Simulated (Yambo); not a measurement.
How GW settings move the gap: Na3MoO3F3

G0W0@LDA for Na₃MoO₃F₃ (space group R3, No. 146) in Yambo. Reference settings: 2×2×2 Γ-centred k mesh, bands 5 to 203 and a 7 Ry block in the screening, 203 bands in G with the Bruneval-Gonze terminator, plasmon pole fitted at 27.2 eV. The LDA gap L → Z on this mesh is 4.03 eV; G0W0 gaps are taken between the same points.

| change from the reference | G0W0 gap L → Z (eV) | shift of the valence edge (eV) | rough Yambo cost |
|---|---|---|---|
| reference settings | 7.19 | -1.18 | 1 |
| 88 bands in W, 88 bands in G | 7.37 | -1.05 | about 1/4 |
| 161 bands in W, 161 bands in G | 7.22 | -1.15 | about 1/2 |
| wavefunctions cut at 20 Ry | 7.18 | -1.07 | about 1/3 |
| 88 bands in W, 88 bands in G, 6 Ry block | 7.38 | -1.04 | about 1/5 |
| 121 bands in W, 121 bands in G, 6 Ry block | 7.28 | -1.08 | about 1/5 |
| 161 bands in W, 161 bands in G, 2 Ry block | 7.49 | -1.28 | about 1/4 |
| 121 bands in W, 121 bands in G, 3 Ry block | 7.47 | -1.20 | about 1/3 |
| 3 Ry block | 7.39 | -1.24 | about 1/3 |
| 64 bands in W, 64 bands in G, no terminator | 7.74 | -0.68 | about 1/6 |
| 88 bands in W, 88 bands in G, 3 Ry block, no terminator | 7.69 | -1.03 | about 1/4 |
| 121 bands in W, 121 bands in G, 3 Ry block, no terminator | 7.56 | -1.09 | about 1/3 |
| 88 bands in W, 88 bands in G, no terminator | 7.54 | -0.71 | about 1/3 |
| 161 bands in W, 161 bands in G, 3 Ry block, no terminator | 7.47 | -1.14 | about 1/3 |
| 3 Ry block, no terminator | 7.42 | -1.18 | within a factor of two |

The reference isn't shown to be the converged limit. Costs are rough (shared machines), scaled to the same edge states, and given only for runs that recompute the screening.

Spin-orbit splittings are left out.

Geometry of the Materials Project entry, not relaxed at this level; primitive cell a = b = c = 5.806 Å, α = β = γ = 57.29°.

A shift is the quasiparticle energy of the state minus its LDA energy.
